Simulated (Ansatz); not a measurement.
Bi:
```
CELL_PARAMETERS angstrom
      0.00000     3.58258     3.58258
      3.58258     0.00000     3.58258
      3.58258     3.58258     0.00000
ATOMIC_POSITIONS crystal
  Bi 0.00000 0.00000 0.00000
  Bi 0.25000 0.25000 0.25000
```

This is the PBEsol-relaxed structure.

**Question.** All from the program Ansatz at the PBEsol level (PAW), unless another level is named. Give the density of states at the Fermi level.

**Answer.** 0.44 states/eV per atom (mean over ±0.08 eV).

**Question.** Give the gap with spin–orbit coupling.

**Answer.** none (metallic).

Space group Fd-3m (diamond). The start of the workflow was typed in or built on a structure type; neither database checked (COD, Materials Project) lists it. It is not the phase usual at ambient conditions (space group No. 166). The cell was relaxed with PBEsol under the symmetry of its start. At this level the phase is mechanically unstable. Scalar-relativistic: spin–orbit coupling is off unless named, which matters more the heavier the elements.

Potentials: the later of the program's two PAW sets.
